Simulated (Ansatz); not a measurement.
WS2:
```xyz
6
Lattice="3.1720 0.0000 0.0000 -1.5860 2.7471 0.0000 0.0000 0.0000 12.5522" Properties=species:S:1:pos:R:3 pbc="T T T"
W      0.0000     1.8314     3.1381
W      1.5860     0.9157     9.4142
S      0.0000     1.8314     7.8534
S      1.5860     0.9157     4.6988
S      1.5860     0.9157     1.5773
S      0.0000     1.8314    10.9749
```

Relaxed with r²SCAN+D4. Special points in fractions of this cell's reciprocal vectors: Γ (0.000, 0.000, 0.000); M (0.500, 0.000, 0.000); K (0.333, 0.333, 0.000); A (0.000, 0.000, 0.500); L (0.500, 0.000, 0.500); H (0.333, 0.333, 0.500).

List the band energies nearest the valence-band maximum at these points for DFT-r²SCAN+D4 in the program Ansatz with PAW potentials.

In eV from the valence-band maximum; about four levels below and three above (degenerate sets whole), none deeper than 8.9 eV; points with the same levels are listed once.

```tsv
k	below	above
Γ	-2.40 -2.40 -1.74 -1.12 0.00	2.44 2.44 2.45 2.45
M	-2.14 -1.99 -1.73 -1.58	2.37 2.41 2.73
K	-3.09 -3.09 -0.76 -0.60	1.29 1.29 2.37
A	-2.42 -2.42 -2.42 -2.42 -0.33 -0.33	2.44 2.44 2.44 2.44
L	-2.07 -2.07 -1.65 -1.65	2.39 2.39 2.85 2.85
H	-3.21 -3.21 -0.69 -0.69	1.29 1.29 2.84 2.84
```

Space group P6_3/mmc. The r²SCAN+D4 relaxation kept the symmetry of its start; phonons on a q-mesh show no instability. No spin polarisation was allowed. Scalar-relativistic: spin–orbit coupling is off unless named, which matters more the heavier the elements.

Potentials: the earlier of the program's two PAW sets.
